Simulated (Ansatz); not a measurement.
## Quadrupolar parameters in MgCu6S6

The cell is a Materials Project structure (computed, not necessarily an observed phase), taken as it stands.

Space group Cm (No. 8); a = 6.5056, b = 3.7579, c = 18.0229 Å, β = 90.49°.

```csv
site,Wyckoff,site symmetry,x,y,z
Mg,2a,m,0.3371,0.0000,0.4915
Cu2,2a,m,0.6694,0.0000,0.3551
Cu3,2a,m,0.3323,0.0000,0.9007
Cu4,2a,m,0.3311,0.0000,0.6415
Cu5,2a,m,0.6678,0.0000,0.0970
Cu6,2a,m,0.3335,0.0000,0.2412
Cu7,2a,m,0.6666,0.0000,0.7526
S8,2a,m,0.0049,0.0000,0.4059
S9,2a,m,0.9995,0.0000,0.9404
S10,2a,m,0.9963,0.0000,0.5910
S11,2a,m,0.0006,0.0000,0.0574
S12,2a,m,0.3336,0.0000,0.7723
S13,2a,m,0.6667,0.0000,0.2257
```

One atom of each set is listed; the run and its k-mesh use a cell of 13 atoms with edges of 3.76, 3.76, 18.02 Å.

All values are calculated (Ansatz; DFT, PBE, plane waves and PAW, scalar-relativistic, 420 eV cutoff, Γ-centred 9×9×2 k-points, Fermi–Dirac smearing 0.05 eV), not measured.

Conventions: |V_zz| ≥ |V_yy| ≥ |V_xx|, η = (V_xx − V_yy)/V_zz, C_Q = eQV_zz/h. ν_Q = 3|C_Q|/[2I(2I − 1)].

²⁵Mg: I = 5/2, Q = 199.4 mb; Cu-63: I = 3/2, Q = -220.0 mb; 33S: I = 3/2, Q = -69.40 mb. Nuclear quadrupole moments: year-2017 set (Pyykkö).

| site | atoms | first shell | C_Q (MHz) | η | ν_Q (MHz) |
| --- | --- | --- | --- | --- | --- |
| Mg | 1 | 6 S at 2.64–2.86 Å; also 1 Cu at 2.70 Å | -3.49 | 0.15 | 0.524 |
| Cu2 | 1 | 4 S at 2.33–2.36 Å | 0.400 | 0.77 | 0.200 |
| Cu3 | 1 | 4 S at 2.28–2.31 Å | 1.81 | 0.13 | 0.906 |
| Cu4 | 1 | 4 S at 2.35–2.36 Å | -3.06 | 0.03 | 1.53 |
| Cu5 | 1 | 4 S at 2.28–2.32 Å | 1.06 | 0.21 | 0.531 |
| Cu6 | 1 | 3 S at 2.19 Å | -18.7 | 0.01 | 9.34 |
| Cu7 | 1 | 3 S at 2.20 Å | -17.2 | 0.01 | 8.62 |
| S8 | 1 | 3 Cu at 2.35–2.36 Å, 3 Mg at 2.64–2.67 Å | 9.12 | 0.02 | 4.56 |
| S9 | 1 | 1 S at 2.11 Å, 3 Cu at 2.28–2.29 Å | -32.7 | 0.00 | 16.4 |
| S10 | 1 | 3 Cu at 2.35 Å, 3 Mg at 2.79–2.86 Å | 10.6 | 0.00 | 5.32 |
| S11 | 1 | 1 S at 2.11 Å, 3 Cu at 2.28–2.29 Å | -32.6 | 0.00 | 16.3 |
| S12 | 1 | 5 Cu at 2.20–2.36 Å | -1.40 | 0.00 | 0.702 |
| S13 | 1 | 5 Cu at 2.19–2.33 Å | -1.76 | 0.01 | 0.879 |

The structure holds S–S bonds (2.11 Å). At Cu6 and Cu7 V_zz stands upright on the plane through its three neighbours (within 1°) in each case. At S9 and S11 V_zz points along its shortest bond, to S (within 1°) in each case.

With no gap above 0.1 eV, as in a metal, the gradients converge slowly in k; expect changes of a tenth or more on a denser mesh.

The run took 2.2 min of wall time (2.2 min of CPU time) and 0.94 GiB at its peak, on 1 thread of Arm Neoverse V2 (aarch64; 8 cores open to the job, memory cap 3.0 GiB, no GPU), a shared host with a load of 0.2 a core.
